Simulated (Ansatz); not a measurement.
Here is the system:

IrC:
```
CELL_PARAMETERS angstrom
      0.00000     2.17608     2.17608
      2.17608     0.00000     2.17608
      2.17608     2.17608     0.00000
ATOMIC_POSITIONS crystal
  Ir 0.00000 0.00000 0.00000
  C  0.50000 0.50000 0.50000
```

This is the PBEsol-relaxed structure.

**Question.** All from DFT-PBEsol in the program Ansatz with PAW potentials, unless another level is named. Estimate the electronic character.

**Answer.** metallic (no gap).

**Question.** And the formation energy from the elements (no fitted shifts)?

**Answer.** 1.40 eV/atom.

**Question.** Predict the density of states at the Fermi level.

**Answer.** 2.1 states/eV per atom (mean over ±0.08 eV).

**Question.** And the gap with spin–orbit coupling?

**Answer.** none (metallic).

Space group Fm-3m (rock salt). The start of the workflow was typed in or built on a structure type; neither database checked (COD, Materials Project) lists it. Its standing as an ambient phase is unchecked. The PBEsol relaxation kept the symmetry of its start. At this level the phase is dynamically unstable (imaginary phonons). No spin polarisation was allowed. Its formation energy is positive at this level, so the cell may be metastable or incomplete. The references are the lowest solids computed at this level, not always the standard phases. Scalar-relativistic: spin–orbit coupling is off unless named, which matters more the heavier the elements.

Potentials: the earlier of the program's two PAW sets. The files were generated under PBE; for other functionals the program regenerates the frozen cores, and for LDA and PBEsol the local potential too.
